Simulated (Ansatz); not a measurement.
An Ansatz input:

```yaml
crystal:
  lattice:
    - [3.229095098, 0.0, 0.0]
    - [-1.614547549, 2.7964783861, 0.0]
    - [0.0, 0.0, 5.2571786912]
  atoms:
    - { symbol: In, position: [0.3333333333, 0.6666666667, 0.25] }
    - { symbol: In, position: [0.6666666667, 0.3333333333, 0.75] }
hamiltonian:
  xc: lda
  pseudopotentials:
    kind: paw
    azcp:
      In: "pseudopotentials/In.paw.azcp"
basis:
  ecutwfc: 420
  fft_grid_basis: typed
kpoints:
  mp_grid: { grid: [12, 12, 7], shift: [0, 0, 0] }
magnetization:
  spin_polarized: false
scf:
  occupations: { method: fermi_dirac, width: 0.1 }
  lower_state_search: "off"
output:
  stress: true
```

Output

```
Warning: the record states the generating functional pbe (its physics header spells it `PBE`), which answers neither for hamiltonian.xc's functional nor for the lda family's — results may be inconsistent (PPs are generated against a specific XC)
Engine: ansatz 0.2.0, aarch64-unknown-linux-gnu
Pseudopotentials: kind: paw
Pseudopotential: In, paw, valence charge 13, recommended cutoff 420 eV (normal) 
Functional definition: SPW92
  exchange = slater_x
  correlation = pw_c
Crystal: 2 atoms, lattice volume = 47.473 Å³
Basis set: ecut = 420 eV, 941 PW (Γ)
Bands: 17, of which v1, the nominal top of the filled ones, is band 13 counted from 1 (12 counted from 0)
Symmetry: 24 space group operations
Space group: P63/mmc (ITA 194), of the structure as read, at distance tolerance 3.6e-5 Å
k-points: 76 of 1008
Non-local potential: In, projectors of the file, l = 0: 2, l = 1: 2, l = 2: 2, l = 3: 2
PAW form: soft (Blöchl's): semilocal exchange-correlation on the pseudo side does not see the compensation charge
PAW frozen core: In, regenerated for the run's functional, and the local potential with it (the file was generated under x = pbe(κ = 0.804, μ = 0.2195149727645171), c = pbe(β = 0.06672455060314922))
PAW one-centre angular grid: In, 590 points (default); XC on 64 Gauss nodes
Initial density: superposition of atomic densities (neutral atoms: chi_scale 0, normalization atom), corrected by the library's trained network
Initial wavefunctions: pseudopotential atomic-orbital guess
Functional: x = slater, c = lda
SCF iter   1: F=—  HF=-10914.316556 eV  |F-HF|=—  |Δ(HF+E_count)|=         —  Δρ=7.89e-3  dr2=1.65e-2  ethr=1.77e-3  ⟨swp⟩=5.8  Hψ=6491  notcnv=0
SCF iter   2: F=—  HF=-10914.308667 eV  |F-HF|=—  |Δ(HF+E_count)|=   7.89e-3  Δρ=3.69e-3  dr2=3.62e-3  ethr=6.36e-5  ⟨swp⟩=1.8  Hψ=2490  notcnv=0
SCF iter   3: F=—  HF=-10914.307379 eV  |F-HF|=—  |Δ(HF+E_count)|=   1.29e-3  Δρ=4.90e-4  dr2=1.30e-4  ethr=1.39e-5  ⟨swp⟩=2.0  Hψ=2051  notcnv=0
SCF iter   4: F=—  HF=-10914.307367 eV  |F-HF|=—  |Δ(HF+E_count)|=   1.18e-5  Δρ=4.33e-4  dr2=5.18e-5  ethr=4.99e-7  ⟨swp⟩=2.0  Hψ=2281  notcnv=0
SCF iter   5: F=—  HF=-10914.307346 eV  |F-HF|=—  |Δ(HF+E_count)|=   2.11e-5  Δρ=7.98e-5  dr2=2.77e-6  ethr=1.99e-7  ⟨swp⟩=2.0  Hψ=2109  notcnv=0
SCF iter   6: F=—  HF=-10914.307346 eV  |F-HF|=—  |Δ(HF+E_count)|=   6.07e-7  Δρ=4.99e-5  dr2=8.25e-7  ethr=1.07e-8  ⟨swp⟩=2.0  Hψ=2044  notcnv=0
SCF iter   7: F=-10914.307345 eV  HF=-10914.307345 eV  |F-HF|=1.54e-8  |Δ(HF+E_count)|=   3.94e-7  Δρ=6.78e-6  dr2=1.59e-8  ethr=3.85e-10  ⟨swp⟩=3.5  Hψ=4936  notcnv=0
SCF 1 converged in 7 iterations: F = -10914.307345 eV  dr2 = 1.59e-8
SCF converged after 7 iterations
Free energy (F): -10914.307345 eV
Harris-Foulkes:  -10914.307345 eV  (|F-HF|=1.54e-8)
Internal energy: -10914.282813 eV  (E = F + TS)
E sigma→0 (E₀):  -10914.295079 eV
Entropy (-TS):   -0.024533 eV (-12.266 meV/atom)
Fermi energy:    11.340776 eV
--- Per-component energies (eV) ---
  E_band       = -20.461874
  E_kinetic    = 486.607617
  E_local      = -2036.075254  (includes V_loc(G=0)·N_el)
  E_nonlocal   = 738.465102
  E_hartree    = 796.885263
  E_xc         = -429.608588
  E_vxc        = -205.079679  (∫ρ·V_xc dr)
  E_paw        = -8025.511160  (= ΣΔE_a)
  E_vpaw       = -598.144050  (= ΣTr[D̂ρ^β])
  E_aug_tail   = 0.000051  (compensation charges beyond the density's cutoff)
  E_ewald      = -2445.614917
  E_core_change = 0.569073  (= ΣΔE_core)
  E_smearing   = -0.024533  (= −TS)
  E_closure    = -0.000000  (closes the sum)
  Σ components = -10914.307345   (vs F -10914.307345, Δ=0.00e0)
--- Stress (GPa, compression-positive) ---
        2.492745       0.000000       0.000000
        0.000000       2.492745       0.000000
        0.000000       0.000000       1.695231
  P = ⅓ Tr σ = 2.2269 GPa (22.269 kbar)
```
